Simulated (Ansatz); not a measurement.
# Relaxation path: fcc Rh (111), 5 layers

DFT, LDA, PAW with Ansatz's default frozen-core files, scalar-relativistic (Ansatz 0.2.0); a Γ-centred 16×16×1 k mesh, Fermi–Dirac smearing of 0.08 eV, no spin polarisation. The run relaxes the atoms in the fixed cell.

Command: `ansatz run input.yaml --threads 2 --pin off --max-ram 4096MiB --backend cpu --events-out ev --progress --plain --runs-dir out` It took 67 s on 2 threads of Intel(R) Xeon(R) Platinum 8259CL CPU @ 2.50GHz (Skylake/Cascade Lake), with other jobs on the host, peak memory 0.54 GiB.

```yaml
crystal:
  lattice:
    - [2.6548623924, 0.0, 0.0]
    - [-1.3274311962, 2.2991782754, 0.0]
    - [0.0, 0.0, 24.6707]
  atoms:
    - { symbol: Rh, position: [0.833333333, 0.166666667, 0.3242704046] }
    - { symbol: Rh, position: [0.166666667, 0.833333333, 0.4121352021] }
    - { symbol: Rh, position: [0.5, 0.5, 0.5] }
    - { symbol: Rh, position: [0.833333333, 0.166666667, 0.5878647979] }
    - { symbol: Rh, position: [0.166666667, 0.833333333, 0.6757295954] }
kpoints:
  mp_grid: { grid: [16, 16, 1] }
scf:
  occupations: { method: fermi_dirac, width: 0.08 }
hamiltonian:
  xc: lda
  pseudopotentials: { kind: paw }
output:
  forces: true
  stress: true
  eigenvalues: true
  write_density: true
  write_potential: true
  elf: true
  volumetric_format: npy
relax:
  f_tol: 0.01
  max_steps: 40
efield:
  axis: 3
  amplitude: 0
  dipole_correction: true
```

Each step lists its free energy a cell above the last geometry, and Cartesian positions (Å) with forces (eV/Å).

The first step:

```
step 1  dF = 16.48 meV
  Rh 1.9911 0.3832 8.0000   0.0000 0.0000 0.3708
  Rh -0.6637 1.9160 10.1677   0.0000 0.0000 -0.2901
  Rh 0.6637 1.1496 12.3354   0.0000 0.0000 0.0000
  Rh 1.9911 0.3832 14.5030   0.0000 0.0000 0.2901
  Rh -0.6637 1.9160 16.6707   0.0000 0.0000 -0.3708
```

The PAW files were made under PBE. The cell is 1×1, so reconstructions are forbidden, and in slabs of four or five layers the relaxations can be far larger than at a real surface.

Q: Where does the relaxation end, and by which steps?

A: After 3 geometries, with a shortest distance of 2.620 Å. The further steps:
```
step 2  dF = 4.97 meV
  Rh 1.9911 0.3832 8.0748   0.0000 0.0000 -0.2039
  Rh -0.6637 1.9160 10.1800   0.0000 0.0000 0.0950
  Rh 0.6637 1.1496 12.3354   0.0000 0.0000 0.0000
  Rh 1.9911 0.3832 14.4907   0.0000 0.0000 -0.0950
  Rh -0.6637 1.9160 16.5959   0.0000 0.0000 0.2039
step 3  dF = 0.00 meV
  Rh 1.9911 0.3832 8.0466   0.0000 0.0000 -0.0073
  Rh -0.6637 1.9160 10.1710   0.0000 0.0000 0.0092
  Rh 0.6637 1.1496 12.3354   0.0000 0.0000 0.0000
  Rh 1.9911 0.3832 14.4997   0.0000 0.0000 -0.0092
  Rh -0.6637 1.9160 16.6241   0.0000 0.0000 0.0073
step 4  dF = 0.00 meV  (same geometry, solved once more)
  Rh 1.9911 0.3832 8.0466   0.0000 0.0000 -0.0070
  Rh -0.6637 1.9160 10.1710   0.0000 0.0000 0.0092
  Rh 0.6637 1.1496 12.3354   0.0000 0.0000 0.0000
  Rh 1.9911 0.3832 14.4997   0.0000 0.0000 -0.0092
  Rh -0.6637 1.9160 16.6241   0.0000 0.0000 0.0070
```
